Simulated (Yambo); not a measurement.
Yambo run on Ta2O5 (space group P2/m, No. 10). The wavefunctions are LDA (Quantum ESPRESSO, PseudoDojo norm-conserving, 84 Ry, without SOC) ones on a 4×4×2 mesh (28 occupied bands); a = 3.8414 Å, b = 3.8627 Å, c = 6.7776 Å, α = γ = 90.00°, β = 105.57°.

Yambo input:

```
rim_cut
HF_and_locXC
RandQpts= 1000000
RandGvec= 1 Ry
EXXRLvcs= 84 Ry
VXCRLvcs= 336 Ry
% QPkrange
 1 | 1 | 28 | 29 |
 2 | 2 | 28 | 29 |
 6 | 6 | 28 | 29 |
 13 | 13 | 28 | 29 |
 14 | 14 | 28 | 29 |
 17 | 17 | 28 | 29 |
 18 | 18 | 28 | 29 |
%
```

k points by index: 1 = Γ, 2 = (0, 0, -0.5), 6 = (0, -0.5, -0.5), 13 = (-0.5, 0, 0), 14 = (-0.5, 0, -0.5), 17 = (-0.5, -0.5, 0), 18 = (-0.5, -0.5, -0.5).

Table of the .hf output:

```
#    K-point    Band    Eo [eV]    Ehf [eV]    Vxc [eV]    Vnlxc [eV]
#
    1    28    -0.632485    -5.587506    -19.48222    -24.43724
    1    29    2.171291    7.853140    -15.32122    -9.639366
    2    28    -0.811124    -5.771084    -18.95141    -23.91137
    2    29    2.130570    7.790632    -15.26149    -9.601432
    6    28    -0.338733    -5.522858    -19.69812    -24.88224
    6    29    4.079374    10.61944    -16.15485    -9.614787
    13    28    -0.787710    -5.840205    -19.10083    -24.15333
    13    29    2.430765    8.263203    -15.48214    -9.649699
    14    28    -0.774128    -5.836604    -19.10184    -24.16432
    14    29    2.454598    8.262751    -15.53166    -9.723511
    17    28    -0.028009    -5.252673    -20.08495    -25.30961
    17    29    3.150988    9.349681    -16.09816    -9.899463
    18    28    0.000000    -5.233996    -20.10927    -25.34326
    18    29    3.092737    9.296996    -16.02440    -9.820137
```
Exchange alone, without screening.

Geometry of the Materials Project entry, not relaxed at this level.

The structure is a Materials Project entry; no match was found in the copy of COD used, and its stability was not checked.
